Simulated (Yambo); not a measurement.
Material: GaP (zinc blende, space group F-43m, No. 216) under isotropic strain of -1 % on all lattice vectors; a = b = c = 3.8082 Å, α = β = γ = 60.00° (2 atoms in the cell). The PBEsol cell relaxed from Materials Project entry mp-2490 was given an isotropic strain of -1 % on all lattice vectors, and the atoms were relaxed again.

With norm-conserving PBE (stringent potentials; Quantum ESPRESSO, 114 Ry, scalar-relativistic), the gap between the mesh's edge points (Γ → X) is 1.579 eV.

**Question.** By how much does one-shot G0W0 (Yambo; 4×4×4 Γ-centred k mesh, bands 5 to 180 and a 15 Ry block in the screening, 180 bands in G with the Bruneval-Gonze terminator, plasmon pole fitted at 27.2 eV) open this gap, and what gap results?

**Answer.** The correction is 0.696 eV, giving 2.275 eV, 1.4 times the PBE value.  Convergence of the G0W0 settings was not tested. Spin-orbit splittings are left out.
